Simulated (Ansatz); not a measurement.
**Computed properties of Bi**

Bi:
```
Bi
1.0
    4.52005     0.00000     0.00000
    0.00000     4.52005     0.00000
    0.00000     0.00000     3.25008
Bi
2
Direct
  0.00000   0.50000   0.56311
  0.50000   0.00000   0.43689
```

Space group P4/nmm (No. 129); conventional cell a = 4.520 Å, b = 4.520 Å, c = 3.250 Å, α = 90.00°, β = 90.00°, γ = 90.00°.

Method: DFT-PBEsol in the program Ansatz with PAW potentials. The cell and atoms are relaxed at this level. Other levels are named where they apply.

**Cell and energy**

```yaml
volume_per_atom: 33.20 Å³
density: 10.45 g/cm³
```

**Electronic structure**

```yaml
electronic_character: metallic (no gap)
Density of states at the Fermi level: 0.59 states/eV per atom (mean over ±0.08 eV)
Gap with spin–orbit coupling: none (metallic)
```

**Mechanics**

```yaml
Bulk modulus (Birch–Murnaghan fit): 46.3 GPa
Pressure derivative B′: 3.2
Elastic constants (relaxed ions, GPa): C11 = 45.9, C12 = 32.9, C13 = 37.7, C33 = 111, C44 = 5.3, C66 = 57.8
mechanical_stability: stable (all eigenvalues of C positive)
hill_bulk_and_shear_moduli: 43.0 and 14.2 GPa
Young's modulus: 38.3 GPa
Poisson's ratio: 0.35
debye_temperature_from_the_elastic_constants: 121 K
```

**Phonons**

```yaml
highest_zone_centre_frequency: 68 cm⁻¹
zone_centre_stability: no imaginary mode at Γ
```

The workflow started from a Materials Project entry (that database holds measured and hypothetical structures alike); the Crystallography Open Database copy checked does not list it. It is not the phase usual at ambient conditions (space group No. 166). Symmetry was held in the PBEsol relaxation. As this level gives no gap, shear constants depend on the k-mesh and smearing (Fermi–Dirac, 0.1 eV here). As this level gives no gap, phonon frequencies hold no LO–TO term and depend on the k-mesh and smearing (Fermi–Dirac, 0.1 eV here). Axis ratios of metals converge slowly with the k-mesh, so a and c are less sure than the volume. Scalar-relativistic: spin–orbit coupling is off unless named, which matters more the heavier the elements.

Potentials: the earlier of the program's two PAW sets.
